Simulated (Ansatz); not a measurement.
Is this RbSi3Ge3 structure a true minimum?

The structure comes from a generated guess, relaxed at this level; another structure or a mixture of phases may lie lower.

Theory: DFT PBE, scalar-relativistic, plane waves, PAW in Ansatz. Settings: cutoff 420 eV, Γ-centred mesh 6×6×6 on the computed 14-atom cell, Gaussian smearing of 0.10 eV; no spin polarisation.

The cell below (14 atoms, space group Pm-3n (No. 223)) is relaxed within its symmetry.

```yaml
crystal:
  lattice:
    - [6.98314, 0.00000, 0.00000]
    - [0.00000, 6.98314, 0.00000]
    - [0.00000, 0.00000, 6.98314]
  atoms:
    - { symbol: Rb, position: [0.50000, 0.50000, 0.50000] }
    - { symbol: Rb, position: [0.00000, 0.00000, 0.00000] }
    - { symbol: Si, position: [0.50000, 0.00000, 0.75000] }
    - { symbol: Si, position: [0.75000, 0.50000, 0.00000] }
    - { symbol: Si, position: [0.00000, 0.75000, 0.50000] }
    - { symbol: Si, position: [0.50000, 0.00000, 0.25000] }
    - { symbol: Si, position: [0.25000, 0.50000, 0.00000] }
    - { symbol: Si, position: [0.00000, 0.25000, 0.50000] }
    - { symbol: Ge, position: [0.00000, 0.50000, 0.75000] }
    - { symbol: Ge, position: [0.75000, 0.00000, 0.50000] }
    - { symbol: Ge, position: [0.50000, 0.75000, 0.00000] }
    - { symbol: Ge, position: [0.00000, 0.50000, 0.25000] }
    - { symbol: Ge, position: [0.25000, 0.00000, 0.50000] }
    - { symbol: Ge, position: [0.50000, 0.25000, 0.00000] }
```

For the test it was strained at random (σ = 1.5 % a component), the atoms were moved at random (σ = 0.15 Å), and all was relaxed again on a coarse 4×4×4 mesh (in the run’s order of axes) with 0.20 eV smearing, with no symmetry imposed.

Task: Is the structure stable against such a distortion?

Result: It returns, within 1 meV/atom of the unmoved cell on that mesh and with the same symmetry when read at 0.1 Å (C2/c at 0.01 Å, so small strains and shifts remain). So it is stable against the distortions that fit this cell and that this random move excites. Modes that don't fit the cell aren't tested.
